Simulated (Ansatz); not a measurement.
Given:

Hf2SiN:
```yaml
crystal:
  lattice:
    - [3.21962, 0.00000, 0.00000]
    - [-1.60981, 2.78828, 0.00000]
    - [0.00000, 0.00000, 13.32810]
  atoms:
    - { symbol: Si, position: [0.33333, 0.66667, 0.75000] }
    - { symbol: Si, position: [0.66667, 0.33333, 0.25000] }
    - { symbol: Hf, position: [0.33333, 0.66667, 0.09618] }
    - { symbol: Hf, position: [0.66667, 0.33333, 0.59618] }
    - { symbol: Hf, position: [0.66667, 0.33333, 0.90382] }
    - { symbol: Hf, position: [0.33333, 0.66667, 0.40382] }
    - { symbol: N, position: [0.00000, 0.00000, 0.00000] }
    - { symbol: N, position: [0.00000, 0.00000, 0.50000] }
```

This is the PBE-relaxed structure.

Problem. All from DFT-PBE in the program Ansatz with PAW potentials, unless another level is named. Predict the electronic character.

Solution. metallic (no gap).

Problem. Next, the density of states at the Fermi level?

Solution. 0.36 states/eV per atom (mean over ±0.08 eV).

Problem. Next, the formation energy from the elements (no fitted shifts)?

Solution. -1073 meV/atom.

Space group P6_3/mmc. The start of the workflow was typed in or built on a structure type; neither database checked (COD, Materials Project) lists it. Whether it is the stable phase at ambient conditions was not checked. Symmetry was held in the PBE relaxation; whether a distortion lowers the energy is not shown. The run is not spin-polarised. The references are the lowest solids computed at this level, not always the standard phases (solids in place of the gases). Spin–orbit coupling is left out wherever it is not named.

Potentials: the earlier of the program's two PAW sets.
